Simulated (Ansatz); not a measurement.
**Question.** Name crystals whose computed values (PBEsol in the plane-wave PAW code Ansatz) fall in these windows: Θ_D (K) 500 to 640; highest Γ mode, no LO–TO term (cm⁻¹) 350 to 460.

**Answer.** 

```csv
crystal,Θ_D (K),"highest Γ mode, no LO–TO term (cm⁻¹)"
"Al3Ni, Pnma (Al on 4c, Al on 8d, Ni on 4c)",573,413
"Si2W, P6_222 (Si on 6j, W on 3d)",552,419
"Al3V, Cu3Au type",574,367
"Al3Ni2, La2O3 or Ni2Al3 type",608,385
"TaAl3, I4/mmm (Ta on 2a, Al on 2b, Al on 4d)",521,360
```
Others may fit too.

Not the usual ambient phase: Si2W, P6_222 (Si on 6j, W on 3d). Standing as an ambient phase not checked: Al3Ni, Pnma (Al on 4c, Al on 8d, Ni on 4c); Al3V, Cu3Au type; Al3Ni2, La2O3 or Ni2Al3 type; TaAl3, I4/mmm (Ta on 2a, Al on 2b, Al on 4d). All cells were relaxed under the symmetry of their starts (and spin orders); stability against distortions was not tested throughout. Rows with no word on spin ran without spin polarisation. Spin–orbit coupling is left out wherever it is not named.

Potentials: the later of the program's two PAW sets.
